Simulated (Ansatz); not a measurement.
A geometry of CdAu away from equilibrium: the start of the relaxation of a relaxed CdAu cell, doubled along one cell vector, shaken by Gaussian noise of σ = 0.08 Å a coordinate. The numbers are results of PBEsol (plane waves to 420 eV, PAW, scalar-relativistic; Ansatz, a program for electronic structure), not measurements. Γ-centred k-mesh 11×6×7 on the run's cell (coarser than for final values), Fermi–Dirac smearing 0.05 eV.

```xyz
8
Lattice="1.4949 -5.4633 0.0000 2.9897 10.9265 0.0000 0.0000 0.0000 4.5445" Properties=species:S:1:pos:R:3 pbc="T T T"
Au     1.3681    -0.9157     1.0279
Au     2.9915     4.6406     1.0397
Au     1.4273     0.9656     3.2705
Au     3.0169     6.4469     3.3621
Cd     1.5706    -3.6362     0.9363
Cd     3.0087     1.7410     1.2296
Cd     1.4951     3.8595     3.5072
Cd     3.0864     9.1311     3.3310
```

**Question.** What forces act on the atoms (eV/Å)?

**Answer.** 
```
atom     Fx     Fy     Fz
----  -----  -----  -----
Au1    0.35   0.83   0.62
Au2    0.13   0.04   0.68
Au3    0.19  -0.32   0.21
Au4   -0.11  -0.81  -0.02
Cd5   -0.18  -0.17   0.66
Cd6    0.05   0.25  -0.86
Cd7    0.27  -0.21  -1.07
Cd8   -0.69   0.39  -0.24
```

**Question.** What is the pressure?

**Answer.** +2.4 GPa, compression positive.

**Question.** How much energy per atom can still be gained by relaxing?

**Answer.** 0.05 eV/atom; the path ends in P2₁/m (No. 11) at a tolerance of 0.01 Å, Cmcm (No. 63) at 0.1 Å.

No spin polarisation in the result.

The end of the path is a generated cell of CdAu: the first start was made by placing the elements on the sites of a structure type, and the end was not matched to a known phase here, so it may be hypothetical.
